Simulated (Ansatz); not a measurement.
Consider the following.

GeS:
```
GeS
1.0
    4.64411     0.00000     0.00000
    0.00000     4.64411     0.00000
    0.00000     0.00000     4.32613
Ge S
2 2
Direct
  0.50000   0.00000   0.24621
  0.00000   0.50000   0.75379
  0.00000   0.00000   0.00000
  0.50000   0.50000   0.00000
```

This is the PBE-relaxed structure. Tensor components refer to the Cartesian frame of this cell.

All from plane-wave PAW PBE (Ansatz code), unless another level is named. Give the hole effective mass.

0.18, 0.72, 2.5 mₑ (principal values).

And the smallest direct gap on the standard path?

0.82 eV.

Next, the conduction-band minimum?

off the standard path, at k = (0.202, 0.202, 0.348).

Space group P4/nmm. A made-up cell: these elements were put on the sites of a structure type; neither database checked (COD, Materials Project) lists it. COD files the formula under space group No. 62, so this cell is another polymorph or a model. Whether it is the stable phase at ambient conditions was not checked. The PBE relaxation kept the symmetry of its start; its stability against distortions is not shown here. A crystal of weakly bound layers computed without a dispersion correction: the cell and the soft elastic constants depend strongly on that. Scalar-relativistic: spin–orbit coupling is off unless named, which matters more the heavier the elements.

Potentials: the later of the program's two PAW sets.
